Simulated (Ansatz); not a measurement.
**Cs2TlRe6Bi: reading a single point**

```
Tl Cs Re Bi
1.0
     0.00000    5.06421    5.06421
     5.06421    0.00000    5.06421
     5.06421    5.06421    0.00000
Tl Cs Re Bi
1 2 6 1
Direct
  0.50000 0.50000 0.50000
  0.25000 0.25000 0.25000
  0.75000 0.75000 0.75000
  0.77000 0.23000 0.23000
  0.23000 0.77000 0.23000
  0.23000 0.77000 0.77000
  0.77000 0.23000 0.77000
  0.23000 0.23000 0.77000
  0.77000 0.77000 0.23000
  0.00000 0.00000 0.00000
```

Level: r2SCAN, no spin polarisation; 500 eV; 5×5×5 Γ-centred mesh; cold occupations (width 0.0134 eV); Ansatz 0.2.0, fixed geometry.

**Question.** What does the stress say?

**Answer.** The pressure is 10.2 GPa (compression positive), so with the atoms held at these fractions the cell would first expand; the forces are large, so a full relaxation may end otherwise.

**Question.** Metal or insulator?

**Answer.** It is a metal, with about 26 states/eV a cell as the mean within 0.25 eV of the Fermi level, mostly Re d (92 %).

**Question.** Describe some of the short contacts.

**Answer.** Re–Bi at 2.33 Å: least valence density 0.86 e/Å³ and ELF 0.38 there. Tl–Re at 2.73 Å: least valence density 0.39 e/Å³ and ELF 0.33 there. Cs–Re at 3.59 Å: least valence density 0.09 e/Å³ and ELF 0.07 there. Both are smooth PAW fields, read partly inside the augmentation spheres.

**Question.** Which atom feels the largest force, and which way?

**Answer.** The largest is on Re8 (and as large on other atoms): 4.19 eV/Å, components (0.00, 0.00, 4.19). It makes 180° with the line to a nearest neighbour, Bi10 at 2.33 Å, pointing away from it.

**Question.** How is the charge shared?

**Answer.** Bader charges in e: Cs +0.57, Tl -0.82, Re -0.03, Bi -0.12. In the mean Cs gives up most and Tl takes most.

Origin: a known structure type with other elements, at an estimated volume, so it need not be a known compound. Caveats: many states at the Fermi level without spin polarisation, so a magnetic state may lie lower; atoms or cell far from equilibrium.
